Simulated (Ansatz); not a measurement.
Al2O3:
```
Al2O3
1.0
    1.49410     0.86262     5.71775
   -1.49410     0.86262     5.71775
    0.00000    -1.72523     5.71775
Al O
2 3
Direct
  0.19298   0.19298   0.19298
  0.69335   0.69335   0.69335
  0.02814   0.02814   0.02814
  0.58211   0.58211   0.58211
  0.80643   0.80643   0.80643
```

Tensor components refer to the Cartesian frame of this cell.

Task: Give the high-frequency dielectric tensor and the Born effective charge tensors of the independent atoms from DFPT, the program Ansatz at the LDA level (PAW).

Result: 
ε∞:
```
3.30  0.00  0.00
0.00  3.30  0.00
0.00  0.00  3.16
```
Z* of atom 1 (Al), rows: field, columns: displacement, in e:
```
3.12  0.00  0.00
0.00  3.12  0.00
0.00  0.00  2.61
```
Z* of atom 2 (Al), rows: field, columns: displacement, in e:
```
2.66  0.00  0.00
0.00  2.66  0.00
0.00  0.00  3.21
```
Z* of atom 3 (O), rows: field, columns: displacement, in e:
```
-1.99   0.00   0.00
 0.00  -1.99   0.00
 0.00   0.00  -1.66
```
Z* of atom 4 (O), rows: field, columns: displacement, in e:
```
-1.90   0.00   0.00
 0.00  -1.90   0.00
 0.00   0.00  -2.08
```
Z* of atom 5 (O), rows: field, columns: displacement, in e:
```
-1.89   0.00   0.00
 0.00  -1.89   0.00
 0.00   0.00  -2.08
```

Space group R3m. The workflow started from a Materials Project entry (that database holds measured and hypothetical structures alike); the Crystallography Open Database copy checked does not list it. It is not the phase usual at ambient conditions (space group No. 167). The LDA relaxation kept the symmetry of its start; whether a distortion lowers the energy is not shown.

Potentials: the later of the program's two PAW sets.
